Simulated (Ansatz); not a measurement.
The relaxed structure here is a generated cell of TiAu: the first start was made by placing the elements on the sites of a structure type, and the end was not matched to a known phase here, so it may be hypothetical.

One starting cell of TiAu (a generated cell, TiAu built in the AFLOW prototype AB_hP12_194_af_bf (as in MoC)) was relaxed twice with Ansatz (plane waves, PAW, scalar-relativistic): with PBEsol at 420 eV and with PBE at 420 eV. The PBEsol result:

TiAu is modelled in the hexagonal space group P6₃/mmc (No. 194), Pearson symbol hP12. Cell: a = b = 4.5692 Å, c = 11.0697 Å, α = β = 90.00°, γ = 120.00°. Ti1 on 2b is coordinated by 2 Au at 2.767 Å and 6 Au at 2.983 Å and 6 Ti at 2.993 Å. Ti2 on 4f has 4 Au at 2.638–2.729 Å and 3 Au at 2.965 Å and 1 Ti at 2.829 Å and 3 Ti at 2.993 Å. Au1 on 2a has 2 Ti at 2.767 Å and 6 Ti at 2.965 Å and 6 Au at 2.975 Å. Au2 on 4f sees 4 Ti at 2.638–2.729 Å and 3 Ti at 2.983 Å and 1 Au at 2.783 Å and 3 Au at 2.975 Å. (Neighbours: up to the widest gap in distance over summed covalent radii, below 1.35, at either atom.)

| quantity | PBEsol | PBE |
|---|---|---|
| space group | P6₃/mmc | P6₃/mmc |
| volume (Å³/atom) | 16.68 | ? |
| a (Å) | 4.569 | ? |
| c (Å) | 11.070 | ? |
| gap (eV, no spin-orbit coupling) | 0.00 | ? |

Q: What does PBE give for the same quantities?

A: 
- volume (Å³/atom), PBE: 17.43
- a (Å), PBE: 4.636
- c (Å), PBE: 11.234
- gap (eV, no spin-orbit coupling), PBE: 0.00

Both levels end in the same structure; PBE's volume is 4.5 % larger. Neither column is exact.

No spin polarisation in the result.

The run could not lose the symmetry of its start, so the end can be a saddle point.

Ansatz is an electronic-structure program.
